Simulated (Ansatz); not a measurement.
BiRh (NiAs type)

```
BiRh
1.0
    4.11118     0.00000     0.00000
   -2.05559     3.56038     0.00000
    0.00000     0.00000     5.63649
Bi Rh
2 2
Cartesian
  0.00000   2.37359   1.40912
  2.05559   1.18679   4.22737
  0.00000   0.00000   2.81825
  0.00000   0.00000   0.00000
```

The slice is a (0001) plane (indices of the conventional cell) through the point (0.667, 0.333, 0.750) (fractional), spanned by u = [110] and v = [1 -1 0] in vectors of this cell: u (4.11 Å) and v (7.12 Å, at 90° to u). It covers one period; positions are fractions (u, v).

Calculation: PBEsol (plane waves to 420 eV, PAW, scalar-relativistic; Ansatz, an electronic-structure program). k mesh 13×13×8. These are valence fields of a PAW run, semicore shells included where kept as valence: close to a nucleus they are smooth pseudo fields. BiRh is run without spin polarisation. BiRh was relaxed with its symmetry unable to fall. Spin-orbit coupling is left out, though Bi is heavy.

Sketch the electrostatic potential energy of an electron, from the cell's mean on this plane as a map.


```
|xxxxxxxxxx003377888888773300xxxxxxxx|
|xxxxxxxx0000446677777766440000xxxxxx|
|xxxxxxxx0022556666666666552200xxxxxx|
|xxxx000011446666555555666644110000xx|
|000000224466666655555566666644220000|
|223344667777776655555566777777664433|
|666677888888777766556677778888887766|
|888899999988887766666677888899999988|
|999999999988776655555566778899999999|
|999999998877554433223344557788999999|
|999999887755220000000000225577889999|
|9999887755000000xxxxxx00000055778899|
|999988662200xxxxxxxxxxxxxx0022668899|
|999977440000xxxxxxxxxxxxxx0000447799|
|9999774400xxxxxxxxxxxxxxxxxx00447799|
|9988773300xxxxxxxxxxxxxxxxxx00337788|
|8888773300xxxxxxxxxxxxxxxxxx00337788|
|777766440000xxxxxxxxxxxxxx0000446677|
|666666552200xxxxxxxxxxxxxx0022556666|
|5555666644110000xxxxxx00001144666655|
|555566666644220000000000224466666655|
|555566777777664433223344667777776655|
|556677778888887766666677888888777766|
|666677888899999988888899999988887766|
|555566778899999999999999999988776655|
|223344557788999999999999998877554433|
|000000225577889999999999887755220000|
|xxxx000000557788999999887755000000xx|
|xxxxxxxx0022668899999988662200xxxxxx|
|xxxxxxxx0000447799999977440000xxxxxx|
|xxxxxxxxxx004477999999774400xxxxxxxx|
|xxxxxxxxxx003377889988773300xxxxxxxx|
```
Scale: ten equal steps from 5.00 (start of '0') to 13.17 (end of '9'), in the order '0123456789'. Values: electrostatic potential energy of an electron, from the cell's mean, in eV. The map has 18 points along u (two characters each, u = 0 at the left) and 32 along v (v = 0 in the bottom row). Points within 1 Å of a nucleus are blanked (x), as the pseudised field means little there. Values under 5 eV are set to 5. The zero, the cell's mean, hangs on the PAW cores.
